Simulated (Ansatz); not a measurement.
MgO:
```xyz
4
Lattice="2.9210 0.0000 0.0000 -1.4605 2.5297 0.0000 0.0000 0.0000 5.0892" Properties=species:S:1:pos:R:3 pbc="T T T"
Mg     0.0000     0.0000     0.0000
Mg     0.0000     0.0000     2.5446
O      0.0000     1.6864     1.2723
O      1.4605     0.8432     3.8169
```

Relaxed with HSE06. Special points in fractions of this cell's reciprocal vectors: Γ (0.000, 0.000, 0.000); M (0.500, 0.000, 0.000); K (0.333, 0.333, 0.000); A (0.000, 0.000, 0.500); L (0.500, 0.000, 0.500); H (0.333, 0.333, 0.500).

Problem. List the band energies nearest the valence-band maximum at these points for the program Ansatz at the HSE06 level (PAW).

Solution. In eV from the valence-band maximum; about four levels below and three above (degenerate sets whole), none deeper than 8.9 eV; points with the same levels are listed once.

| k | below | above |
|---|---|---|
| Γ | -0.57 -0.57 -0.50 0.00 0.00 | 6.22 9.98 14.06 |
| M | -2.80 -1.66 -1.34 -0.79 | 10.34 11.41 12.30 |
| K | -3.13 -3.13 -2.44 -2.12 -2.12 | 12.53 12.53 13.70 |
| A | -0.29 -0.29 -0.29 -0.29 | 8.78 8.78 13.97 13.97 |
| L | -1.62 -1.62 -1.08 -1.08 | 10.59 10.59 12.79 12.79 |
| H | -3.20 -3.20 -1.21 -1.21 | 11.61 11.61 14.18 14.18 |

Space group P6_3/mmc (NiAs type). The cell is a constructed one: a structure type filled with these elements; the Crystallography Open Database copy checked does not list it. It is not the phase usual at ambient conditions (space group No. 225). The cell was relaxed with HSE06 under the symmetry of its start; its stability against distortions is not shown here. The hybrid was solved on a coarse mesh, the path and, where they were found, the r²SCAN edge points; its band edges are the extreme levels among these.

Potentials: the later of the program's two PAW sets.
